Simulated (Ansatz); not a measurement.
A generator proposed this cell of Be2N.

```
CELL_PARAMETERS angstrom
-2.15068 2.15068 3.39173
2.15068 -2.15068 3.39173
2.15068 2.15068 -3.39173
ATOMIC_POSITIONS crystal
Be 0.99838 0.62500 0.87338
Be 0.37500 0.24838 0.37338
Be 0.75162 0.12500 0.12662
Be 0.87500 0.00162 0.62662
N 0.00000 0.00000 0.00000
N 0.75000 0.25000 0.50000
```

Theory: DFT PBE, scalar-relativistic, plane waves, PAW (Ansatz 0.2.0). Plane waves to 420 eV, a k mesh through Γ of 6×6×6 on the computed 6-atom cell and Gaussian smearing (0.10 eV); no spin polarisation.

Energies over the elements count from the elements' standard structures at the same level (N₂ as a molecule), with no fitted energy shifts.

**Question.** What does a single point on this coarse mesh give?

**Answer.** The pressure is 33.4 GPa (the mean over three directions, positive in compression), the largest force is 2.40 eV/Å, and the energy is +0.04 eV/atom against the elements. The shortest distance is 1.47 Å.

**Question.** How much does it gain on relaxing, and where does it end?

**Answer.** Relaxing gains about 0.27 eV/atom (the start's value is from the coarse mesh, so the gain is rough) in 16 ionic steps and ends at −0.23 eV/atom on the finer mesh. The symmetry stays I-42d (No. 122). The volume per atom grows by 7.0 %, from 10.5 to 11.2 Å³. The shortest distance goes from 1.47 Å (Be–N) to 1.60 Å (Be–N). The ratio c/a of the conventional cell changes by a factor of 1.27. Conventional cell: a = 4.061 Å, c = 8.143 Å. Around Be lie 2 N at 1.60 Å; N is surrounded by 4 Be at 1.60 Å.

The last run used a 14×14×14 mesh for its 6-atom cell and Gaussian smearing of 0.10 eV. The cell is a metal run without spin; a magnetic state may lie lower. The relaxation can't lower the symmetry of the start. Symmetry constrained the relaxation, so the result can be a saddle point.
